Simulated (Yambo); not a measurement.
Excitons in KI at +2 % isotropic strain

```
CELL_PARAMETERS angstrom
      0.00000     3.57208     3.57208
      3.57208     0.00000     3.57208
      3.57208     3.57208     0.00000
ATOMIC_POSITIONS crystal
  K  0.00000 0.00000 0.00000
  I  0.50000 0.50000 0.50000
```

The PBEsol cell relaxed from Materials Project entry mp-22898 was given an isotropic strain of +2 % on all lattice vectors, and the atoms were relaxed again.

BSE in Yambo on PBEsol (pw.x of Quantum ESPRESSO, ONCV potentials, no spin-orbit coupling) bands: 8×8×8 mesh, 3 valence and 6 conduction bands, static screening with 40 bands and a 4 Ry block, scissor 2.31 eV, Tamm-Dancoff; field along x.

```json
[
 {"state": "1", "energy (eV)": "5.44", "states within 2 meV": "3", "relative strength": "1.00", "class": "strong", "main transitions": "several band pairs"},
 {"state": "2", "energy (eV)": "5.80", "states within 2 meV": "3", "relative strength": "0.32", "class": "strong", "main transitions": "several band pairs"},
 {"state": "3", "energy (eV)": "6.03", "states within 2 meV": "3", "relative strength": "< 0.01", "class": "dark", "main transitions": "several band pairs"},
 {"state": "4", "energy (eV)": "6.06", "states within 2 meV": "2", "relative strength": "< 0.01", "class": "dark", "main transitions": "several band pairs"},
 {"state": "5", "energy (eV)": "6.09", "states within 2 meV": "3", "relative strength": "< 0.01", "class": "dark", "main transitions": "several band pairs"},
 {"state": "6", "energy (eV)": "6.14", "states within 2 meV": "5", "relative strength": "< 0.01", "class": "dark", "main transitions": "several band pairs"},
 {"state": "7", "energy (eV)": "6.21", "states within 2 meV": "3", "relative strength": "0.07", "class": "strong", "main transitions": "several band pairs"}
]
```

These are vertical excitations (zero momentum). The direct quasiparticle gap on this mesh is 6.06 eV; counted from there, state 1 is bound by 0.62 eV. Convergence with the mesh was not shown.

States at or above the direct gap are the continuum as this mesh samples it, not bound excitons.

Spin singlets only. Strengths are relative to the strongest of the lowest states of this run; strong means a line over 3 % of the spectrum's maximum, dark under 0.03 %. Absolute energies carry the error of the G0W0 scissor, whose convergence isn't established.

Spin-orbit coupling is left out, which matters for elements this heavy: edges can move by tenths of an eV.
